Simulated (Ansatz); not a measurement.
Data:

GaAs:
```
GaAs
1.0
    0.00000     2.82963     2.82963
    2.82963     0.00000     2.82963
    2.82963     2.82963     0.00000
Ga As
1 1
Cartesian
  0.00000   0.00000   0.00000
  4.24444   4.24444   4.24444
```

This is the PBEsol-relaxed structure. Tensor components refer to the Cartesian frame of this cell.

Question: All from plane-wave PAW PBEsol (Ansatz code), unless another level is named. Estimate the Hill bulk and shear moduli.

Answer: 69.4 and 43.3 GPa.

Question: Predict the piezoelectric stress constants (proper, relaxed ions, C/m²).

Answer: e14 = e25 = e36 = 0.25.

Question: Predict the elastic constants (relaxed ions, GPa).

Answer: C11 = 110, C12 = 49.2, C44 = 55.0.

Space group F-43m (zinc blende). The cell was relaxed with PBEsol under the symmetry of its start. Signs of piezoelectric constants follow the polarity of the cell as given.

Potentials: the earlier of the program's two PAW sets. The files were generated under PBE; for other functionals the program regenerates the frozen cores, and for LDA and PBEsol the local potential too.
